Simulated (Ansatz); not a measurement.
Y$_{2}$Ga$_{3}$Cu in space group P3m1 (No. 156; Pearson symbol hP6), PBE in the plane-wave PAW code Ansatz, all energies at zero smearing, with the estimated change up to a 700 eV cutoff added, with one set of potentials and settings (totals compare only within such a set). Cell of 6 atoms (2 Y, 3 Ga, 1 Cu): -25675.274 eV.

```tsv
element	reference phase	E (eV/atom)
Y	P6_3/mmc, 2 atoms in the cell	-3848.6668
Ga	Cmce, 4 atoms in the cell	-3783.0209
Cu	Fm-3m, 1 atoms in the cell	-6625.1757
```

Formation energy per atom, worked out: (-25675.274 − 2×(-3848.6668) − 3×(-3783.0209) − 1×(-6625.1757))/6 = -0.617 eV/atom (-60 kJ per mol of atoms), at 0 K, without zero-point energy or fitted corrections.

The first step of the workflow began from a Materials Project structure, measured or hypothetical; the Crystallography Open Database copy checked does not list it. With Ga and Cu taken as one species the cell has the higher symmetry P-3m1, so it may be an ordered model of a mixed-site phase. Its standing as an ambient phase is unchecked. The cell was relaxed with PBE under the symmetry of its start; whether a distortion lowers the energy is not shown. The run is not spin-polarised. The references are the lowest solids computed at this level, not always the standard phases.

Potentials: the later of the program's two PAW sets.
